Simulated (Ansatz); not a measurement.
PbO2:
```
CELL_PARAMETERS angstrom
      5.08153     0.00000     0.00000
      0.00000     5.08153     0.00000
      0.00000     0.00000     3.44358
ATOMIC_POSITIONS crystal
  Pb 0.00000 0.00000 0.00000
  Pb 0.50000 0.50000 0.50000
  O  0.30795 0.30795 0.00000
  O  0.69205 0.69205 0.00000
  O  0.19205 0.80795 0.50000
  O  0.80795 0.19205 0.50000
```

Relaxed with PBE. Special points in fractions of this cell's reciprocal vectors: Γ (0.000, 0.000, 0.000); X (0.000, 0.500, 0.000); M (0.500, 0.500, 0.000); Z (0.000, 0.000, 0.500); R (0.000, 0.500, 0.500); A (0.500, 0.500, 0.500).

List the band energies nearest the Fermi level at these points for PBE (plane waves, PAW; program Ansatz).

In eV from the Fermi level; about four levels below and three above (degenerate sets whole), none deeper than 8.9 eV; points with the same levels are listed once.

```json
[
 {"k": "Γ", "below": "-0.63 -0.63 -0.55 -0.55", "above": "0.09 3.89 5.76 5.76"},
 {"k": "X", "below": "-0.65 -0.65 -0.36 -0.36", "above": "2.08 2.08 6.35 6.35"},
 {"k": "M", "below": "-0.68 -0.68 -0.46 -0.46", "above": "2.48 2.48 6.53 6.53"},
 {"k": "Z", "below": "-1.01 -1.01 -0.73 -0.73", "above": "3.40 3.40 8.60 8.60"},
 {"k": "R", "below": "-0.70 -0.70 -0.27 -0.27", "above": "3.67 3.67 7.02 7.02"},
 {"k": "A", "below": "-0.62 -0.62 -0.48 -0.48", "above": "2.55 2.55 8.13 8.13"}
]
```

Space group P4_2/mnm (rutile). The cell was relaxed with PBE under the symmetry of its start; of distortions, only those at the zone centre were tested. Scalar-relativistic: spin–orbit coupling is off unless named, which matters more the heavier the elements.

Potentials: the later of the program's two PAW sets.
